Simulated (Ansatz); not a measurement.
ZnCdS₂:
```xyz
4
Lattice="3.9341 0.0000 0.0000 -1.9671 3.4070 0.0000 0.0000 0.0000 6.5230" Properties=species:S:1:pos:R:3 pbc="T T T"
Zn     0.0000     0.0000     6.5181
Cd     0.0000     2.2714     3.3070
S      0.0000     2.2714     5.8168
S      0.0000     0.0000     2.3094
```

x, y and z are the axes in which the lattice vectors are written.

### Question
Give the high-frequency dielectric tensor and the Born effective charge tensors of the independent atoms from DFPT, plane-wave PAW PBEsol (Ansatz code).

### Answer

ε∞:
```
6.10  0.00  0.00
0.00  6.10  0.00
0.00  0.00  6.36
```
Z* of atom 1 (Zn), rows: field, columns: displacement, in e:
```
2.02  0.00  0.00
0.00  2.02  0.00
0.00  0.00  2.04
```
Z* of atom 2 (Cd), rows: field, columns: displacement, in e:
```
1.97  0.00  0.00
0.00  1.97  0.00
0.00  0.00  2.19
```
Z* of atom 3 (S), rows: field, columns: displacement, in e:
```
-2.07   0.00   0.00
 0.00  -2.07   0.00
 0.00   0.00  -1.98
```
Z* of atom 4 (S), rows: field, columns: displacement, in e:
```
-1.92   0.00   0.00
 0.00  -1.92   0.00
 0.00   0.00  -2.26
```

Space group P3m1. The workflow started from a Materials Project entry (that database holds measured and hypothetical structures alike); the Crystallography Open Database copy checked does not list it. Whether it is the stable phase at ambient conditions was not checked. The PBEsol relaxation kept the symmetry of its start; its stability against distortions is not shown here. Spin–orbit coupling is left out wherever it is not named.

Potentials: the later of the program's two PAW sets.
